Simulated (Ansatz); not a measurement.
## Work and stress of cleavage in MoS2

These are results of DFT PBEsol, scalar-relativistic, plane waves, PAW in Ansatz, not measurements. Settings: plane waves to 420 eV, k-mesh 17×17×3 (Γ-centred), Gaussian smearing 0.15 eV. No spin polarisation. Energies are free energies at this smearing, counted from the undisturbed cell; pressure is positive in compression.

Zero of the scan (relaxed at this level; this form isn't the usual structure):

```
Mo S
1.0
    -1.56020   -2.70235    0.00000
     1.56020   -2.70235    0.00000
     0.00000    0.00000   18.25808
Mo S
3 6
Direct
  0.33333 0.33333 0.16668
  0.66667 0.66667 0.50002
  0.00000 0.00000 0.83335
  0.00000 0.00000 0.58771
  0.33333 0.33333 0.92104
  0.66667 0.66667 0.25437
  0.00000 0.00000 0.07899
  0.33333 0.33333 0.41233
  0.66667 0.66667 0.74566
```

The cell holds layers and no dispersion correction was added, so their binding is poorly described.

The cut lies on the cell's a–b face, a (0 0 1) plane (indices in the standard cell, whose axes needn't be the Cartesian ones shown) of area 8.43 Å², between layers 2.88 Å apart. Vector c is lengthened by d along the normal with the atoms' Cartesian places fixed: one unrelaxed cut a cell. The traction is positive where the two halves pull on each other.

```csv
d (Å),energy (J/m²),traction (GPa)
-0.30,0.048,-3.79
-0.15,0.010,-1.43
0.00,0.000,-0.04
0.25,0.014,0.97
0.50,0.042,1.12
0.75,0.068,0.93
1.00,0.088,0.67
1.50,0.110,0.27
2.00,0.119,0.10
3.00,0.124,0.02
4.50,0.126,0.00
6.00,0.126,0.00
```

Q: What are the work of separation and the cleavage stress, and do they fit the universal binding curve?

A: The energy levels off near W ≈ 0.126 J/m² (the traction is down to 0.00 GPa), the energy of the two unrelaxed faces, 0.063 J/m² each on average. The largest sampled traction is 1.12 GPa at d = 0.50 Å, and a parabola through it and its two neighbours peaks at σ_max ≈ 1.12 GPa, d ≈ 0.48 Å. The curve E = W[1 − (1 + d/ℓ)exp(−d/ℓ)] peaks in traction at d = ℓ with σ_max = W/(eℓ); with 1 J/m² per Å = 10 GPa this W and σ_max give ℓ = 0.41 Å. A parabola through that curve at the same three d peaks at 0.46 Å, against 0.48 Å here, a fair fit. Real crystals break at far lower stress, because cracks concentrate it.

The crystal is built of layers, and the cut parts neighbours that are weakly bound and not described well without a dispersion correction.

The cut is rigid; relaxing the faces lowers these energies and usually the stresses.

In a metal these slopes depend on the k mesh and the smearing.

Cost: 12 runs of about 7 core-minutes in all, on Arm Neoverse V2 (shared hosts).